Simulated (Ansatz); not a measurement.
The relaxed structure here is a generated cell of Ir: the first start was made by a random draw of sites in a space group, and the end was not matched to a known phase here, so it may be hypothetical. Known forms of Ir include space group No. 225.

A relaxed structure of Ir. Computed with PBE (plane waves to 420 eV, PAW, scalar-relativistic; Ansatz, an electronic-structure program).

```cif
data_Ir
_chemical_formula_sum 'Ir1'
_space_group_name_H-M_alt 'P 1'
_space_group_IT_number 1
_cell_length_a 2.65720
_cell_length_b 2.65720
_cell_length_c 2.59785
_cell_angle_alpha 90.000
_cell_angle_beta 90.000
_cell_angle_gamma 120.000
loop_
_space_group_symop_operation_xyz
  'x, y, z'
loop_
_atom_site_label
_atom_site_type_symbol
_atom_site_fract_x
_atom_site_fract_y
_atom_site_fract_z
_atom_site_occupancy
Ir1 Ir 0.00000 0.00000 0.50000 1
```

Question: Determine the symmetry and give the standard cell with its independent sites.

Answer: Space group P6/mmm (No. 191); a = b = 2.6572 Å, c = 2.5978 Å, α = β = 90.00°, γ = 120.00°

```json
[
 {"atom": "Ir", "site": "1b", "symmetry": "6/mmm", "x": "0.0000", "y": "0.0000", "z": "0.5000"}
]
```

This is the AFLOW prototype A_hP1_191_a (A_f, as in Sn).

Question: Give the shortest distances between elements (the closest pairs, up to four, under 3.6 Å).

Answer: Ir–Ir 2.60 Å.

```yaml
volume_per_atom: 15.89 Å³
density: 20.09 g/cm³
band_gap: zero (metallic)
```

No spin polarisation in the result.

The run could not lose the symmetry of its start, so the end can be a saddle point.
